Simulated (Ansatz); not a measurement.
The start is a generated cell, Zn built in the AFLOW prototype A_oP8_62_2c (A_c). The cell and all atomic positions are relaxed at zero pressure with r2SCAN (plane waves to 500 eV, PAW, scalar-relativistic; Ansatz, a program for electronic structure). The first steps use a coarse 6×8×7 k-mesh.

Input geometry:
```
Zn
1.0
    6.15126     0.00000     0.00000
    0.00000     4.36026     0.00000
    0.00000     0.00000     4.51167
Zn
8
Cartesian
  2.85419   1.09007   1.31741
  5.92982   1.09007   0.93843
  3.29708   3.27020   3.19426
  0.22145   3.27020   3.57324
  1.11338   1.09007   2.96868
  4.18901   1.09007   3.79882
  5.03789   3.27020   1.54299
  1.96225   3.27020   0.71284
```

Problem. How large is the pressure on the unrelaxed cell, and of which sign?

Solution. +5.6 GPa (positive: the cell is compressed).

Problem. Which atoms feel the largest initial force, and how large is it?

Solution. 0.92 eV/Å, on Zn1, Zn2, Zn3, Zn4 (atoms numbered as listed).

Problem. What symmetry does the relaxed structure have?

Solution. The space group goes from Pnma (No. 62) to Fmmm (No. 69), with 1 atom in the primitive cell.

Problem. How does the volume change?

Solution. -1.1 %, from 15.13 to 14.95 Å³/atom.

Problem. How do the shortest distances between atoms change?

Solution. The closest pairs of elements (up to four, under 3.6 Å), start → end: Zn–Zn 2.40 → 2.57 Å.

Problem. What band gap does the relaxed structure have at this level?

Solution. Zero (metallic).

Problem. What does it relax into? Give the structure.

Solution. 
```cif
data_Zn4
_chemical_formula_sum 'Zn4'
_space_group_name_H-M_alt 'Fmmm'
_space_group_IT_number 69
_space_group_name_Hall '-F 2 2'
_cell_length_a 2.59891
_cell_length_b 4.43418
_cell_length_c 5.19079
_cell_angle_alpha 90.000
_cell_angle_beta 90.000
_cell_angle_gamma 90.000
loop_
_atom_site_label
_atom_site_type_symbol
_atom_site_symmetry_multiplicity
_atom_site_Wyckoff_symbol
_atom_site_fract_x
_atom_site_fract_y
_atom_site_fract_z
_atom_site_occupancy
Zn1 Zn 4 a 0.00000 0.00000 0.00000 1
```
(The calculation used a cell of 1 atom; values per cell refer to that cell.)

Final values are on a 22×22×22 k-mesh of the relaxed cell. No spin polarisation in the result.

The run could not lower the symmetry of its start; a shaken copy of this end point relaxes with r2SCAN to P2₁/m (No. 11) at a tolerance of 0.01 Å, Cmcm (No. 63) at 0.1 Å, 0.02 eV/atom lower.

The relaxed structure here is a generated cell of Zn: the first start was made by placing the elements on the sites of a structure type, and the end was not matched to a known phase here, so it may be hypothetical. Known forms of Zn include space group No. 194.
